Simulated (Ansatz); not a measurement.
Relaxed CoSn (CoSn type, space group P6/mmm):

```
CELL_PARAMETERS angstrom
      5.29399     0.00000     0.00000
     -2.64700     4.58473     0.00000
      0.00000     0.00000     4.23543
ATOMIC_POSITIONS crystal
  Co 0.50000 0.00000 0.00000
  Co 0.50000 0.50000 0.00000
  Co 0.00000 0.50000 0.00000
  Sn 0.00000 0.00000 0.00000
  Sn 0.33333 0.66667 0.50000
  Sn 0.66667 0.33333 0.50000
```

Computed with PBE (plane waves to 420 eV, PAW, scalar-relativistic; Ansatz, a first-principles code). k mesh 8×8×9 (Γ-centred), Fermi-Dirac smearing 0.05 eV. With partly filled bands, energies and forces of such displacements shift with the k mesh and the smearing. CoSn is run without spin polarisation. CoSn was relaxed with its symmetry unable to fall.

One atom of the cell was then moved (with its periodic images), all else fixed, and the forces (eV/Å) came out as:

```csv
atom,Fx,Fy,Fz
Co1,0.000,0.000,0.174
Co2,0.000,0.000,1.524
Co3,0.000,0.000,0.174
Sn4,0.000,0.000,-0.114
Sn5,-0.236,0.136,-0.879
Sn6,0.236,-0.136,-0.879
```

Task: Which atom was moved, and by which vector (Å)?

Result: Co2, by (0.00, 0.00, -0.21), 0.21 Å in all.

(For displaced atoms, the force is minus the slope of the energy, and its curvature is a force constant, which sets phonon frequencies.)
